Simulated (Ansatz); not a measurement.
InAs (zinc blende)

```
CELL_PARAMETERS angstrom
      0.00000     3.05455     3.05455
      3.05455     0.00000     3.05455
      3.05455     3.05455     0.00000
ATOMIC_POSITIONS crystal
  As 0.75000 0.75000 0.75000
  In 0.00000 0.00000 0.00000
```

In each cell atom 2 (In, nearest neighbour As at 2.645 Å; its periodic images, 4.3 Å or more away, move with it) moves by s·(1.000, 0.000, 0.000) (along Cartesian x), the rest being held.

Level of theory: r2SCAN (plane waves to 500 eV, PAW, scalar-relativistic; Ansatz, a program for electronic structure). k mesh 8×8×8 (Γ-centred), Fermi-Dirac smearing 0.05 eV. Energies are smeared free energies. As the smearing reaches across the gap at some points, energies and forces of such displacements shift with the k mesh and the smearing. InAs was relaxed with its symmetry unable to fall. The zero of ΔE is the undisplaced structure. The last digit holds for this mesh only.

```tsv
s (Å)	ΔE (meV/cell)
-0.790	1854.1
-0.632	withheld
-0.474	763.9
-0.316	354.5
-0.158	90.7
0.000	0.0
0.158	90.7
0.316	354.5
0.474	763.9
0.632	withheld
0.790	1854.1
```

Problem. Fit an even polynomial form (powers 2, 4, 6) to the given rows and predict ΔE at s = -0.632.

Solution. Least squares on the 9 given rows: ΔE = (3673)·s² + (-1268)·s⁴ + (227.2)·s⁶, in meV/cell with s in Å; root-mean-square residual 0.24 meV/cell. At -0.632 the fit gives 1279.3 meV/cell; the calculation gives 1278.8 meV/cell, so the interpolation is off by 0.5 (+0.0 %). The quadratic term alone would give 1467.1 meV/cell.

(A displaced cell: forces are minus the slopes of the energy, force constants its curvatures, and phonons follow from these.)
